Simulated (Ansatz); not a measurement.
# W2B5: opening a crack plane

W2B5, R-3m, a = 3.079 Å, c = 21.198 Å. The structure is a COD entry; whether it is the stable form wasn't checked. Ansatz: PBEsol, PAW, 420 eV, Γ-centred 14×14×3 mesh on 14 atoms, Gaussian smearing 0.15 eV; no spin polarisation. One cut on (001) per cell of 14 atoms is opened rigidly by x, between planes of B and W that stand 1.58 Å apart; y is the energy per area (8.209 Å², 1 eV/Å² = 16.02 J/m²).

```tsv
x (Å)	y (J/m²)
0.00	0.000
0.25	0.496
0.50	?
0.75	2.640
1.00	3.553
1.50	4.676
2.00	5.151
3.00	5.428
4.50	5.483
6.00	5.488
```

**Question.** Fit the universal binding curve y = W[1 − (1 + x/l) e^(−x/l)] to the other rows, give the peak stress, and predict the missing value.

**Answer.** Least squares gives W = 5.50 J/m² and l = 0.457 Å. The stress dy/dx peaks at x = l with W/(e l) = 44.3 GPa, for rigid faces. At x = 0.50: x/l = 1.094, y = 1.643 J/m². The run gave 1.539 J/m², so the fit is 0.104 J/m² too high, a small miss on the scale of the series.

Spin–orbit coupling is left out, which can shift energies with elements as heavy as these.

Cost: 12 runs of about 7 core-minutes in all, on AMD EPYC 9R45 (Zen 5) (shared hosts).